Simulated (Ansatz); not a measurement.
## SnAu: how the free axis answers a strain

SnAu, P6_3/mmc, a = 4.334 Å, c = 5.553 Å. The structure is a Materials Project entry; whether it is the stable form wasn't checked. Ansatz: PBEsol, PAW, 420 eV, Γ-centred 12×12×10 mesh on 4 atoms, Gaussian smearing 0.10 eV; no spin polarisation. Series: uniaxial strain along c, with a, b and atoms relaxed; x is the strain in per cent. y is the change of a in per cent of 4.334 Å.

| x (%) | y (%) |
| --- | --- |
| -6.0 | 2.03 |
| -4.0 | ? |
| -2.0 | 0.64 |
| 0.0 | 0.00 |
| 2.0 | -0.70 |
| 4.0 | -1.36 |
| 6.0 | -2.10 |

Question: Fit y = c1 x + c2 x² to the other rows, say what c1 measures, and predict the missing y.

Answer: Least squares on the rows shown. y = −0.3421 x − 0.0009117 x². So −c1 = 0.342 is Poisson's ratio for this pair of axes. At x = -4.0 the fit asked for gives 1.35 %. The run gave 1.35 %, the same to the digits shown.

Spin–orbit coupling is left out, which can shift energies with elements as heavy as these.

Cost: 7 runs of about 38 core-minutes in all, on Intel Xeon Processor @ 2.50GHz (Skylake/Cascade Lake) (shared hosts).